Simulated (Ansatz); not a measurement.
Ansatz (a program for electronic structure) input:

Ansatz 0.2 input:
```yaml
crystal:
  lattice:
    - [3.2302587714, 1.8649907712, 6.2654078722]
    - [-3.2302587714, 1.8649907712, 6.2654078722]
    - [0.0, -3.7299815424, 6.2654078722]
  atoms:
    - { symbol: Sn, position: [0.808493163, 0.808493163, 0.808493163] }
    - { symbol: Sn, position: [0.191506837, 0.191506837, 0.191506837] }
    - { symbol: P, position: [0.5584252831, 0.5584252831, 0.5584252831] }
    - { symbol: P, position: [0.4415747169, 0.4415747169, 0.4415747169] }
    - { symbol: S, position: [0.2522674686, 0.6688595291, 0.8414863257] }
    - { symbol: S, position: [0.7477325314, 0.3311404709, 0.1585136743] }
    - { symbol: S, position: [0.6688595291, 0.8414863257, 0.2522674686] }
    - { symbol: S, position: [0.3311404709, 0.1585136743, 0.7477325314] }
    - { symbol: S, position: [0.8414863257, 0.2522674686, 0.6688595291] }
    - { symbol: S, position: [0.1585136743, 0.7477325314, 0.3311404709] }
kpoints:
  mp_grid: { grid: [5, 5, 5] }
basis: { xc_grid: 2, fft_grid_basis: typed }
hamiltonian:
  xc: lda
  pseudopotentials: { kind: paw }
scf:
  occupations: { method: fixed }
checkpoint: { read: static.run }
output: { write_density: true, elf: true, volumetric_format: npy }
```

Output (shortened):

```
Pseudopotential: Sn, paw, valence charge 14
Pseudopotential: P, paw, valence charge 5
Pseudopotential: S, paw, valence charge 6
Functional definition: SPW92
Crystal: 10 atoms, lattice volume = 226.472 Å³
Basis set: ecut = 420 eV, 4431 PW (Γ), exchange–correlation on 100×100×100 points (8 copies of the dense FFT grid, shifted against one another)
Bands: 47, of which v1, the nominal top of the filled ones, is band 37 counted from 1 (36 counted from 0)
Symmetry: 6 space group operations
Space group: R-3 (ITA 148), of the structure as read, at distance tolerance 6.1e-5 Å
k-points: 23 of 125
Stability of the state it starts from, as read at its close in the unpolarized treatment …
iter 1 solved again at ethr=1.40e-6 eV; its pass at ethr=3.10e-3 eV (dr2=1.03e-3 eV) is discarded
SCF iter   1: F=—  HF=-18431.281855 eV  |F-HF|=—  |Δ(HF+E_count)|=         —  Δρ=3.90e-6  dr2=3.25e-8  ethr=1.40e-6  ⟨swp⟩=3.7  Hψ=7094  notcnv=0  defer=184
preconditioner: auto → Resta (q_TF=auto, 2.264 Å⁻¹)
SCF iter   2: F=—  HF=-18431.281888 eV  |F-HF|=—  |Δ(HF+E_count)|=   3.26e-5  Δρ=2.42e-6  dr2=1.78e-8  ethr=4.39e-11  ⟨swp⟩=15.7  Hψ=7219  notcnv=0
SCF iter   3: F=-18431.281888 eV  HF=-18431.281888 eV  |F-HF|=4.41e-9  |Δ(HF+E_count)|=   4.36e-9  Δρ=1.42e-6  dr2=4.92e-9  ethr=2.41e-11  ⟨swp⟩=1.0  Hψ=3027  notcnv=0
SCF 1 converged in 3 iterations: F = -18431.281888 eV  dr2 = 4.92e-9
SCF converged after 3 iterations
Free energy (F): -18431.281888 eV
Harris-Foulkes:  -18431.281888 eV  (|F-HF|=4.41e-9)
Internal energy: -18431.281888 eV  (E = F + TS)
E sigma→0 (E₀):  -18431.281888 eV
Fermi energy:    6.288643 eV
--- Per-component energies (eV) ---
  E_band       = -295.241810
  E_kinetic    = 1162.917389
  E_local      = -3480.464057  (includes V_loc(G=0)·N_el)
  E_nonlocal   = 189.521328
  E_hartree    = 1713.201500
  E_xc         = -1461.900554
  E_vxc        = -849.539784  (∫ρ·V_xc dr)
  E_paw        = -12472.837142  (= ΣΔE_a)
  E_vpaw       = -744.078086  (= ΣTr[D̂ρ^β])
  E_aug_tail   = 0.000015  (compensation charges beyond the density's cutoff)
  E_ewald      = -4083.724052
  E_core_change = 2.003685  (= ΣΔE_core)
  E_smearing   =  0.000000  (= −TS)
  E_closure    = 0.000000  (closes the sum)
  Σ components = -18431.281888   (vs F -18431.281888, Δ=0.00e0)
  [band-id]    e_kinetic+e_local+e_nonlocal+2·e_hartree+e_vxc+e_vpaw+e_augmentation_tail = -295.240194   (vs E_band -295.241810, Δ=1.62e-3)
--- Band table (eV; the first three rows and the last of 23) ---
  k-point 0: bands = ["-14.8638", "-14.8638", "-14.8632", "-14.8632", "-14.8509", "-14.8447", "-14.8433", "-14.8433", "-14.8389", "-14.8389", "-9.9785", "-8.6689", "-6.7194", "-6.7194", "-6.4126", "-6.4126", "-4.4616", "-2.3463", "-1.4991", "-0.1850", …
  k-point 1: bands = ["-14.8678", "-14.8676", "-14.8593", "-14.8589", "-14.8518", "-14.8464", "-14.8451", "-14.8424", "-14.8376", "-14.8372", "-9.9277", "-8.6456", "-6.9484", "-6.7305", "-6.5005", "-6.4464", "-4.1402", "-2.1517", "-1.3810", "-0.6480", …
  k-point 2: bands = ["-14.8701", "-14.8695", "-14.8578", "-14.8565", "-14.8534", "-14.8477", "-14.8461", "-14.8401", "-14.8369", "-14.8357", "-9.8362", "-8.6083", "-7.2583", "-6.7426", "-6.6438", "-6.5024", "-3.6560", "-1.7820", "-1.1622", "-0.9474", …
  k-point 22: bands = ["-14.8677", "-14.8675", "-14.8593", "-14.8588", "-14.8518", "-14.8464", "-14.8451", "-14.8424", "-14.8376", "-14.8372", "-9.8575", "-8.7751", "-6.8972", "-6.7276", "-6.5656", "-6.4588", "-3.9289", "-2.3809", "-1.2873", "-0.7021", …
```

Cost: very roughly 17 core-seconds on shared cores.

The first step of the workflow began from a Materials Project structure, measured or hypothetical; the Crystallography Open Database copy checked does not list it. COD files the formula under space group No. 7, 14, so this cell is another polymorph or a model. Its standing as an ambient phase is unchecked. Symmetry was held in the LDA relaxation; whether a distortion lowers the energy is not shown. A crystal of weakly bound layers computed without a dispersion correction: the cell and the soft elastic constants depend strongly on that. Spin–orbit coupling is left out wherever it is not named.

Potentials: the later of the program's two PAW sets.

Ansatz is a plane-wave DFT program.
